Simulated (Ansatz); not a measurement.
Relaxed-ion elastic tensor of SiO$_{2}$ in space group R-3m (No. 166; Si on 3a, O on 6c) in GPa (Voigt order), the program Ansatz at the r²SCAN level (PAW); density 3.38 g/cm³, 9.83 Å³ per atom.

```json
[
 {"": "1", "1": "522", "2": "116", "3": "5.3", "4": "-2.5", "5": "0.0", "6": "0.0"},
 {"": "2", "1": "116", "2": "522", "3": "5.3", "4": "2.5", "5": "0.0", "6": "0.0"},
 {"": "3", "1": "5.3", "2": "5.3", "3": "18.7", "4": "0.0", "5": "0.0", "6": "0.0"},
 {"": "4", "1": "-2.5", "2": "2.5", "3": "0.0", "4": "5.6", "5": "0.0", "6": "0.0"},
 {"": "5", "1": "0.0", "2": "0.0", "3": "0.0", "4": "0.0", "5": "5.6", "6": "-2.5"},
 {"": "6", "1": "0.0", "2": "0.0", "3": "0.0", "4": "0.0", "5": "-2.5", "6": "203"}
]
```

Q: Is the crystal mechanically stable?

A: Yes: the smallest eigenvalue of C is 5.5 GPa.

Q: Work out the Voigt and Reuss bounds. Is their mean of use?

A: K_V = 146, K_R = 18.1; G_V = 105, G_R = 11.2 GPa. The bounds lie so far apart that a Hill average or a Debye temperature from it would say little.

A made-up cell: these elements were put on the sites of a structure type; the Crystallography Open Database copy checked does not list it. It is not the phase usual at ambient conditions (space group No. 92, 152, 154). Symmetry was held in the r²SCAN relaxation; its stability against distortions is not shown here. A crystal of weakly bound layers computed without a dispersion correction: the cell and the soft elastic constants depend strongly on that.

Potentials: the later of the program's two PAW sets.
